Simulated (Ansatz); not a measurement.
MgMn5FeO12 — electric field gradients

The cell is a computed structure from the Materials Project (it need not be an observed phase), atoms as given.

```
CELL_PARAMETERS angstrom
5.08812 0.00000 0.00000
2.46885 4.45574 0.00000
1.30488 0.08112 9.95554
ATOMIC_POSITIONS crystal
Mg 0.74745 0.66587 0.74722
Mn 0.83121 0.31455 0.49920
Mn 0.34935 0.33383 0.99565
Mn 0.67770 0.66678 0.01597
Mn 0.16274 0.64577 0.49891
Mn 0.49795 0.98157 0.48945
Fe 0.01577 0.99998 0.99895
O 0.00080 0.33580 0.09765
O 0.69698 0.36417 0.89651
O 0.89661 0.60796 0.39634
O 0.51686 0.32692 0.40508
O 0.48433 0.64699 0.59989
O 0.80401 0.96538 0.60001
O 0.09119 0.35586 0.61168
O 0.32631 0.65055 0.09834
O 0.64040 0.01192 0.09844
O 0.02351 0.65897 0.89676
O 0.40537 0.98127 0.89595
O 0.17521 0.98587 0.40489
```

Atom numbers follow the list; atoms alike are taken as one site, whose name carries the number of the first.

Level of theory: DFT, PBE+U (U = 5.0 eV on Fe d, U = 2.9 eV on Mn d), plane waves and PAW, scalar-relativistic, collinear spin, 420 eV cutoff, Γ-centred 5×5×2 k-points, Fermi–Dirac smearing 0.02 eV (Ansatz 0.2.0). Start moments as typed (μB): 0 -3 -3 3 3 3 -4 0 0 0 0 0 0 0 0 0 0 0 0 by atom.

Conventions: |V_zz| ≥ |V_yy| ≥ |V_xx|, η = (V_xx − V_yy)/V_zz, C_Q = eQV_zz/h.

25Mg: I = 5/2, Q = 199.4 mb; ⁵⁵Mn: I = 5/2, Q = 330.0 mb; O-17: I = 5/2, Q = -25.58 mb. Quadrupole moments are those of Pyykkö's year-2017 table.

**Question.** What field gradients does the calculation give at each kind of site?

**Answer.** 

| site | atoms (order as listed) | first shell | V_xx, V_yy, V_zz (10²¹ V/m²) | η | C_Q (MHz) |
| --- | --- | --- | --- | --- | --- |
| Mg | 1 | 6 O at 2.10–2.19 Å | 0.42, 0.66, -1.08 | 0.22 | -5.19 |
| Mn2 | 2 | 6 O at 1.89–2.04 Å | -0.11, -1.64, 1.76 | 0.87 | 14.0 |
| Mn3 | 3 | 6 O at 1.92–2.00 Å | -0.52, -1.00, 1.52 | 0.32 | 12.1 |
| Mn4 | 4 | 6 O at 1.91–1.99 Å | -0.55, -0.60, 1.15 | 0.05 | 9.17 |
| Mn5 | 5 | 6 O at 1.89–2.04 Å | -0.31, -1.65, 1.95 | 0.69 | 15.6 |
| Mn6 | 6 | 6 O at 1.93–2.30 Å | -0.25, -3.00, 3.25 | 0.84 | 25.9 |
| Fe | 7 | 6 O at 2.00–2.09 Å | -2.15, -2.91, 5.06 | 0.15 | – |
| O8 | 8 | 2 Mn at 1.92–1.93 Å, 1 Fe at 2.00 Å | 0.38, 4.65, -5.03 | 0.85 | 3.11 |
| O9 | 9 | 2 Mn at 1.98 Å, 1 Fe at 2.09 Å, 1 Mg at 2.15 Å | 0.70, 2.85, -3.55 | 0.60 | 2.20 |
| O10 | 10 | 3 Mn at 1.89–2.15 Å | 1.61, 5.73, -7.35 | 0.56 | 4.54 |
| O11 | 11 | 3 Mn at 1.93–1.94 Å | 1.14, 3.19, -4.33 | 0.47 | 2.68 |
| O12 | 12 | 3 Mn at 1.97–2.04 Å, 1 Mg at 2.16 Å | 0.40, 2.06, -2.47 | 0.67 | 1.53 |
| O13 | 13 | 3 Mn at 1.97–2.04 Å, 1 Mg at 2.14 Å | 0.060, 1.94, -2.01 | 0.94 | 1.24 |
| O14 | 14 | 3 Mn at 1.94–2.30 Å, 1 Mg at 2.10 Å | 1.29, 3.61, -4.90 | 0.47 | 3.03 |
| O15 | 15 | 2 Mn at 1.91–1.92 Å, 1 Fe at 2.02 Å | 0.62, 4.48, -5.10 | 0.76 | 3.15 |
| O16 | 16 | 2 Mn at 1.91–1.94 Å, 1 Fe at 2.01 Å | 0.23, 4.70, -4.93 | 0.91 | 3.05 |
| O17 | 17 | 2 Mn at 1.98–2.00 Å, 1 Fe at 2.06 Å, 1 Mg at 2.17 Å | 0.42, 3.06, -3.49 | 0.76 | 2.16 |
| O18 | 18 | 2 Mn at 1.99–2.00 Å, 1 Fe at 2.08 Å, 1 Mg at 2.19 Å | 0.41, 3.13, -3.54 | 0.77 | 2.19 |
| O19 | 19 | 3 Mn at 1.93–1.94 Å | 0.95, 3.39, -4.34 | 0.56 | 2.68 |

At O11 and O19 V_zz stands upright on the plane through its three neighbours (within 10°) in each case. At O9 V_zz points along its one bond to Fe (within 12°).

Fe has no stable isotope with a ground-state quadrupole moment in the table, so no C_Q is given.

The largest force is 0.5 eV/Å, so the atoms aren't at the calculated equilibrium and relaxing them would move these values. Runs of this kind can end above the lowest electronic state. With these PAW files V_zz is typically within 2 to 3 % of all-electron values, but misses above 10 % occur on Fe. The magnetic order is the one that the run reached from its start moments, not necessarily the measured one; the program found signs of a lower order. Where η is near 1 the sign of V_zz means little.
